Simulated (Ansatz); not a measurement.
Total density of states per atom from PBE (plane waves, PAW; program Ansatz), in 0.25 eV bins, energy from the valence-band maximum:

```tsv
E (eV)	states/eV/atom
-6.70	0.00
-6.45	0.83
-6.20	2.33
-5.95	0.43
-5.70	0.63
-5.45	1.13
-5.20	1.53
-4.95	5.12
-4.70	0.00
-4.45	0.00
-4.20	0.00
-3.95	0.00
-3.70	0.00
-3.45	0.00
-3.20	0.00
-2.95	0.00
-2.70	0.00
-2.45	0.00
-2.20	0.00
-1.95	0.00
-1.70	1.92
-1.45	6.04
-1.20	3.09
-0.95	3.09
-0.70	3.31
-0.45	1.77
-0.20	0.73
0.05	0.05
0.30	0.00
0.55	0.00
0.80	0.01
1.05	0.02
1.30	0.03
1.55	0.05
1.80	0.06
2.05	0.08
2.30	0.11
2.55	0.14
2.80	0.21
3.05	0.32
3.30	0.36
3.55	0.50
3.80	0.55
4.05	0.56
4.30	0.52
4.55	0.52
4.80	0.54
5.05	0.69
5.30	0.71
```

Which compound is it?
(A) HgTe, zinc blende
(B) CuCl, zinc blende
(C) BeSe, zinc blende
(D) BeTe, zinc blende

B, CuCl, zinc blende. Top 1 eV of the valence band: Cu 3d 84 %, Cl 3p 13 %. Bottom 1 eV of the conduction band: Cu 4s 67 %, Cl 3s 18 %, Cl 3p 11 %. Projections are on Löwdin-orthogonalised atomic valence shells; empty p or d shells of many metals are not among them.

Space group F-43m (zinc blende). The PBE relaxation kept the symmetry of its start. The run is not spin-polarised.

Potentials: the later of the program's two PAW sets.
